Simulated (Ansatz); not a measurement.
## Ti2O: a phonon run with k mesh 4×4×2

Computed with DFT PBEsol, scalar-relativistic, plane waves, PAW (Ansatz).

Launched with:
```bash
ansatz run input.yaml --threads 1 --pin off --max-ram 3072MiB --backend cpu --events-out ev --progress --plain --runs-dir out
```

Input (bare energies are in eV):
```yaml
crystal:
  lattice:
    - [2.9533177977, 0.0, 0.0]
    - [-1.4766588989, 2.5576482383, 0.0]
    - [0.0, 0.0, 4.7292180358]
  atoms:
    - { symbol: Ti, position: [0.6666666667, 0.3333333333, 0.2620928277] }
    - { symbol: Ti, position: [0.3333333333, 0.6666666667, 0.7379071723] }
    - { symbol: O, position: [0.0, 0.0, 0.0] }
basis:
  ecutwfc: 420
kpoints:
  mp_grid: { grid: [4, 4, 2] }
hamiltonian:
  xc: pbesol
scf:
  occupations: { method: fermi_dirac, width: 0.15 }
output:
  eigenvalues: true
phonons:
  method: dfpt
```

From the output:
```
--- Phonons (Γ-DFPT): 4 representative perturbations + reference, on 14 of 32 k-points (Σ response iterations 14) ---
  k mesh reduced under 2 symmetry operations, with k and −k counted as one. Each operation leaves every solved perturbation unchanged. A smaller set is not used because it would not reduce the number of displacements ...
  ASR residual: 4.695e-4 → 0.000e0 eV/Å²; symmetrization residual: 1.397e-6 eV/Å²
  ASR residual per site (eV/Å²): 4.69e-4 4.69e-4 8.98e-5
  Γ frequencies (cm⁻¹): 0.00 0.00 0.00 164.76 164.76 314.33 434.45 434.45 479.86
  non-analytic LO–TO correction: not included (Born effective charges unavailable; polar crystals: no LO–TO splitting at Γ)
```

The run took 5.3 s on 1 thread of Arm Neoverse V2, on a shared host, peak memory 0.35 GiB.

Beside the reference run (Plane waves to 420 eV; Γ-centred k mesh 18×18×10; Fermi-Dirac smearing of 0.15 eV. No spin polarisation. Phonons by linear response, acoustic sum rule imposed.), the optical modes at Γ (cm⁻¹, by rank, not all listed, no LO field; i marks imaginary):
```
      setting mode 1  mode 3  mode 4  mode 6
reference run     159     298     444     504
 k mesh 4×4×2     165     314     434     480
```

In a metal, frequencies and elastic constants depend on the k mesh and the smearing, soft modes and shear constants most. Spin polarisation was left out, and a magnetic state may lie lower. A semilocal functional can close a gap that the real compound has.